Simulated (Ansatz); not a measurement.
Relaxed-ion elastic tensor of N in space group P6_3/mmc (No. 194; N on 4f) in GPa (Voigt order), plane-wave PAW r²SCAN (Ansatz code); density 0.90 g/cm³, 25.92 Å³ per atom.

```
 1.7   0.5   0.3   0.0   0.0   0.0
 0.5   1.7   0.3   0.0   0.0   0.0
 0.3   0.3   1.6   0.0   0.0   0.0
 0.0   0.0   0.0  -4.5   0.0   0.0
 0.0   0.0   0.0   0.0  -4.5   0.0
 0.0   0.0   0.0   0.0   0.0   0.6
```

Task: Is the crystal mechanically stable?

Result: No: the smallest eigenvalue of C is -4.5 GPa.

The workflow started from a Materials Project entry (that database holds measured and hypothetical structures alike); the Crystallography Open Database copy checked does not list it. It is not the usual solid phase (space group No. 205). The cell was relaxed with r²SCAN under the symmetry of its start. At this level the phase is mechanically unstable. The substance is a gas or liquid at ambient conditions. A crystal of weakly bound molecules computed without a dispersion correction: the cell and the soft elastic constants depend strongly on that.

Potentials: the later of the program's two PAW sets.
